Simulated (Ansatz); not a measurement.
CuCl (zinc blende, space group No. 216), PBEsol (plane waves, PAW; program Ansatz): ε∞ = 5.59, cell volume 37.01 Å³. Infrared-active transverse modes:

```csv
ω_TO (cm⁻¹),oscillator strength S_xx (e²/amu)
167.6,0.04878
```

Task: Compute the static dielectric constant.

Result: Each mode adds (4.921e7/V) S/ω²: 2.31. So ε0 = 7.90.

Task: What LO frequency does the Lyddane–Sachs–Teller relation give?

Result: ω_LO = ω_TO √(ε0/ε∞) = 199 cm⁻¹.

Space group F-43m (zinc blende). The PBEsol relaxation kept the symmetry of its start; of distortions, only those at the zone centre were tested. No spin polarisation was allowed.

Potentials: the later of the program's two PAW sets.
